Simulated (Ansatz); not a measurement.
MnSn$_{2}$: pressure against volume

MnSn$_{2}$, I4/mcm, a = 6.506 Å, c = 5.319 Å. The structure is a COD entry; whether it is the stable form wasn't checked. Ansatz: PBEsol, PAW, 420 eV, Γ-centred 8×8×8 mesh on 6 atoms, Gaussian smearing 0.10 eV; collinear spin, largest moment 2.2 μB. Shape and atoms are relaxed at each volume; pressure is positive in compression.

```
V (Å³/atom) P (GPa)
     17.636        ?
     18.199     3.20
     18.762    -0.02
     19.325    -2.57
     19.887    -4.39
```

Problem. Take V0 = 18.762 Å³/atom, count pressures from its P0 = -0.02 GPa, fit the third-order Birch–Murnaghan form to the other rows, and predict the missing pressure.

Solution. With the Eulerian strain f = ½[(V0/V)^(2/3) − 1] and y = (P − P0)/[3f(1 + 2f)^(5/2)], the form is the line y = B0 + 1.5 B0 (B0′ − 4) f. Rows (f, y): 0.01026, 99.4; -0.00976, 91.5; -0.01904, 84.3. Means f = -0.006180, y = 91.733; Σ(Δf)² = 0.0004485, ΣΔfΔy = 0.2225; the slope is their ratio. y = 94.80 + 496.1 f GPa, so B0 = 94.8 GPa and B0′ = 4 + 2 × (496.1)/(3 × 94.80) = 7.49. At V = 17.636, f = 0.02106, y = 105.25 and P = 7.35 GPa. The run gave 7.00 GPa, so the fit is 0.35 GPa too high, 3.1 % of the span of the series, against an rms of 0.04 GPa on the fitted rows. The row lies outside the fitted range. The records add: the largest moment runs from 2.02 to 2.45 μB along the series.

The largest moment runs from 2.02 to 2.45 μB along the series, so B0 and B0′ hold the change of the moment too.

Only parallel moments were tried here.